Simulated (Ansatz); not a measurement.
Si$_{3}$Ge in space group P-4m2 (No. 115; Si on 2g, Si on 1a, Ge on 1c) at seven volumes, plane-wave PAW r²SCAN (Ansatz code), shape and atoms relaxed at each. One row is withheld.

| V (Å³/atom) | P (GPa) |
|---|---|
| 18.854 | ? |
| 19.475 | 6.44 |
| 20.097 | 2.96 |
| 20.718 | 0.00 |
| 21.340 | -2.52 |
| 21.961 | -4.67 |
| 22.583 | -6.48 |

### Question
Fit the shown pressures and predict the withheld one.

### Answer
P = (3/2)B₀(x^(7/2) − x^(5/2))[1 + (3/4)(B′ − 4)(x − 1)] with x = (V₀/V)^(2/3). Least squares on the six rows gives V₀ = 20.718 Å³/atom, B₀ = 90.9 GPa, B′ = 4.40. At V = 18.854, x = 1.0649 and P = 10.55 GPa. The run itself gave 10.51 GPa.

The start of the workflow was typed in or built on a structure type; neither database checked (COD, Materials Project) lists it. Whether it is the stable phase at ambient conditions was not checked. Symmetry was held in the r²SCAN relaxation; its stability against distortions is not shown here.

Potentials: the earlier of the program's two PAW sets.
